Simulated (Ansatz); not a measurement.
Na2WO4: reading a single point

```
O W Na
1.0
     0.00000    4.53589    4.53589
     4.53589    0.00000    4.53589
     4.53589    4.53589    0.00000
O W Na
8 2 4
Direct
  0.26225 0.26225 0.26225
  0.28674 0.73775 0.73775
  0.26225 0.26225 0.71326
  0.73775 0.28674 0.73775
  0.71326 0.26225 0.26225
  0.73775 0.73775 0.73775
  0.26225 0.71326 0.26225
  0.73775 0.73775 0.28674
  0.37500 0.37500 0.37500
  0.62500 0.62500 0.62500
  0.00000 0.00000 0.00000
  0.50000 0.00000 0.00000
  0.00000 0.00000 0.50000
  0.00000 0.50000 0.00000
```

Single point in Ansatz 0.2.0 with r2SCAN, no spin polarisation. Cutoff 500 eV, PAW datasets, 5×5×5 Γ-centred k mesh, fermi-dirac filling (width 0.0166 eV).

Describe some of the short contacts.

O–W at 1.77 Å: least valence density 1.57 e/Å³ and ELF 0.36 there. Na–O at 2.38 Å: least valence density 0.12 e/Å³ and ELF 0.02 there, a closed-shell (ionic or weak) contact. These are pseudo-fields; inside the PAW spheres they differ from the all-electron ones.

Is there a gap, and of what kind?

The gap is 5.86 eV, direct at the points sampled.

Is it stable against the elements?

-2.34 eV an atom against the elements' usual phases (free molecules for gases, crystals otherwise, with no correction for O₂ or N₂), so it is bound against them; other compounds may still compete. Relaxing would lower it.

How is the charge shared?

Bader charges in e: Na +0.89, W +2.94, O -1.18. In the mean W gives up most and O takes most.

Origin: a database entry at a rescaled volume. Caveats: no spin-orbit coupling, which can shift this gap by tenths of an eV.
